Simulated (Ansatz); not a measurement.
## Phonons of LaSe2 in the fluorite structure

Computed with Ansatz (plane waves, PAW, 420 eV cutoff): PBEsol, scalar-relativistic, no spin polarisation, Gaussian smearing of 0.15 eV. The datasets are Ansatz's generated set soft_2.

```cif
data_structure
_symmetry_space_group_name_H-M 'P 1'
_symmetry_Int_Tables_number 1
_cell_length_a 4.9674
_cell_length_b 4.9674
_cell_length_c 4.9674
_cell_angle_alpha 60.000
_cell_angle_beta 60.000
_cell_angle_gamma 60.000
_cell_volume 86.67
loop_
_atom_site_label
_atom_site_type_symbol
_atom_site_fract_x
_atom_site_fract_y
_atom_site_fract_z
_atom_site_occupancy
La1 La 0.00000 0.00000 0.00000 1
Se1 Se 0.25000 0.25000 0.25000 1
Se2 Se 0.75000 0.75000 0.75000 1
```

The start was a prototype's sites filled with these elements, not a measured cell.

Force constants come from finite displacements in a 2×2×2 supercell (the unit cell's 8×8×8 k-mesh, folded to it); the long-range dipole term is not included. Points in reciprocal vectors of this cell: Γ = (0.000, 0.000, 0.000), X = (0.500, 0.000, 0.500), U = (0.625, 0.250, 0.625), K = (0.375, 0.375, 0.750), L = (0.500, 0.500, 0.500), W = (0.500, 0.250, 0.750).

Task: Is the structure dynamically stable along this path, and where does the spectrum end?

Result: Yes: no branch is imaginary beyond numerical noise. The highest frequency is 146 cm⁻¹, at W. Points that don't fit the supercell are interpolated.

Frequencies at the named points (cm⁻¹, imaginary ones negative):
```
point                          ω (cm⁻¹)
    Γ     0 0 0 107 107 107 134 134 134
    X     45 52 52 97 98 98 141 141 146
    U    41 45 55 90 97 113 131 138 144
    K    41 45 55 90 97 113 131 138 144
    L  20 20 38 102 102 121 123 127 127
    W    43 43 55 86 99 123 123 135 146
```

Task: What does the harmonic approximation give for the vibrational free energy, entropy and heat capacity?

Result: Zero-point energy 17.2 meV/atom.
```tsv
T (K)	F_vib (meV/atom)	S (J/K per mole of atoms)	C_V (J/K per mole of atoms)
100	6.4	22.8	21.2
200	-26.2	38.6	23.9
300	-71.7	48.5	24.5
400	-125.7	55.5	24.7
500	-186.3	61.1	24.8
600	-252.0	65.6	24.8
700	-322.0	69.4	24.9
800	-395.7	72.7	24.9
900	-472.6	75.7	24.9
1000	-552.4	78.3	24.9
```

The highest mode, 146 cm⁻¹, is worth 210 K. At 300 K the heat capacity has reached 98 % of the classical limit 3R = 24.9 J/K per mole of atoms, since all modes lie under k_BT.

The crystal is a metal or nearly so; low and unstable modes depend on mesh and smearing.

Run time: 2.9 min on 4 threads of Arm Neoverse V2, with other jobs on the host, peak memory 3.9 GiB.

For elements this heavy, spin–orbit coupling would shift levels and gaps; it isn't included here.
